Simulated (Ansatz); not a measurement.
Ti$_{2}$O: an elastic run with k mesh shifted by half a step

Level of theory: DFT PBEsol, scalar-relativistic, plane waves, PAW in Ansatz.

Launched with:
```bash
ansatz run input.yaml --threads 1 --pin off --max-ram 3072MiB --backend cpu --events-out ev --progress --plain --runs-dir out
```

Input (bare energies are in eV):
```yaml
crystal:
  lattice:
    - [2.9533177977, 0.0, 0.0]
    - [-1.4766588989, 2.5576482382, 0.0]
    - [0.0, 0.0, 4.7292180359]
  atoms:
    - { symbol: Ti, position: [0.6666666667, 0.3333333333, 0.2620928277] }
    - { symbol: Ti, position: [0.3333333333, 0.6666666667, 0.7379071723] }
    - { symbol: O, position: [0.0, 0.0, 0.0] }
basis:
  ecutwfc: 420
kpoints:
  mp_grid: { grid: [18, 18, 10], shift: [0.5, 0.5, 0.5] }
hamiltonian:
  xc: pbesol
scf:
  occupations: { method: fermi_dirac, width: 0.15 }
output:
  forces: true
  stress: true
  eigenvalues: true
elastic:
  mode: relaxed_ion
  stencil: two_point
```

From the output:
```
--- Elastic constants: 4 strain directions × 2 members + reference (group order 4) ---
  dense FFT box of the reference and of every strained cell: 20×20×32
  strains applied: 11, 22, 33, 23; error gains: componentwise 1.73 (the most a stress slope's error grows in a printed constant), spectral 2.00 (1 for all six strains in a standard setting)
  reference relaxed by the batch: 3 steps; max|allowed force component| 2.71e-4 eV/Å at the deck's positions, 3.21e-6 at the last accepted step, 3.21e-6 by the solve of record
  largest displacement 1.7e-5 Å; the constants are those of the deck's cell at these positions:
  atoms:
    - { symbol: Ti, position: [0.6666664084643358, 0.33333359153566416, 0.2620964944799868] }
    - { symbol: Ti, position: [0.33333359153566416, 0.6666664084643356, 0.737903505520013] }
    - { symbol: O, position: [-1.1950301960936394e-23, 1.3487995469542195e-34, 0.0] }
  C = ∂σ_k/∂η_j (tension-positive GPa; Voigt order 11 22 33 23 13 12):
       351.101     90.432    129.491     45.819     -0.000     -0.003
        90.423    351.081    129.490    -45.821      0.003     -0.006
       129.489    129.496    357.981      0.005     -0.008      0.005
        45.825    -45.833     -0.003    104.295     -0.006     -0.000
         0.006      0.006      0.005     -0.006    104.301     45.829
        -0.012     -0.014     -0.001     -0.001     45.821    130.331
  reference stress σ⁰ (GPa):      0.000      0.000     -0.000      0.000     -0.000     -0.000
  C* (energy form; C + prestress term) asymmetry max|C*_kj − C*_jk| = 1.317e-2 GPa — a small one proves nothing (zero by symmetry where the batch's group is 432, −43m or m−3m); a large one is finite-difference/SCF noise where every solve ...
  moduli (Voigt/Reuss/Hill, GPa): K = 195.44/194.71/195.08   G = 115.17/99.51/107.34   E = 272.11   ν = 0.268
  mechanically stable: yes (min eigenvalue of sym C = 69.68 GPa)
  strain η (Voigt 11):  stress-route row diagonal C_11 = 351.11 GPa, energy-path curvature d²(F+E_count+ΔE)/dδ²/Ω₀ = 351.12 GPa
         δ    σ_11 (GPa) F (eV) n_scf n_hpsi n_pw
    -2.000e-3      -0.7065       -5511.8659091      13  700138    715   relax 4 steps, max|allowed force component| 1.44e-5 eV/Å
     2.000e-3       0.6980       -5511.8658969      13  700244    719   relax 3 steps, max|allowed force component| 4.33e-6 eV/Å
  strain η (Voigt 22):  stress-route row diagonal C_22 = 351.08 GPa, energy-path curvature d²(F+E_count+ΔE)/dδ²/Ω₀ = 351.07 GPa
         δ    σ_22 (GPa) F (eV) n_scf n_hpsi n_pw
    -2.000e-3      -0.7065       -5511.8659058      13  699792    715   relax 5 steps, max|allowed force component| 1.70e-6 eV/Å
     2.000e-3       0.6978       -5511.8659028      13  700288    719   relax 3 steps, max|allowed force component| 4.36e-5 eV/Å
  strain η (Voigt 33):  stress-route row diagonal C_33 = 357.98 GPa, energy-path curvature d²(F+E_count+ΔE)/dδ²/Ω₀ = 357.92 GPa
         δ    σ_33 (GPa) F (eV) n_scf n_hpsi n_pw
    -2.000e-3      -0.7200       -5511.8659009      13  368914    715   relax 4 steps, max|allowed force component| 6.78e-6 eV/Å
     2.000e-3       0.7119       -5511.8658882      13  368899    718   relax 3 steps, max|allowed force component| 1.78e-7 eV/Å
  strain η (Voigt 23):  stress-route row diagonal C_44 = 104.29 GPa, energy-path curvature d²(F+E_count+ΔE)/dδ²/Ω₀ = 104.37 GPa
         δ    σ_23 (GPa) F (eV) n_scf n_hpsi n_pw
    -2.000e-3      -0.2076       -5511.8660110      13  699905    718   relax 3 steps, max|allowed force component| 5.36e-6 eV/Å
     2.000e-3       0.2096       -5511.8660106      13  700013    718   relax 3 steps, max|allowed force component| 1.15e-6 eV/Å
```

Time: 18 min on 1 thread of Intel(R) Xeon(R) 6975P-C (Granite Rapids), on a shared host, peak memory 1.4 GiB.

Beside the reference run (Cutoff 420 eV, 18×18×10 k-points (Γ-centred), Fermi-Dirac smearing of 0.15 eV. No spin polarisation.), the elastic coefficients (GPa; two-point stencil, strain 0.002 and ions relaxed unless stated):
```
                      setting C11   C12    C44    C33    C13    C66
                reference run  351.1  90.4  104.3  358.0  129.5  130.3
k mesh shifted by half a step  351.1  90.4  104.3  358.0  129.5  130.3
```

In a metal, frequencies and elastic constants depend on the k mesh and the smearing, soft modes and shear constants most. Spin polarisation was left out, and a magnetic state may lie lower. A semilocal functional can close a gap that the real compound has.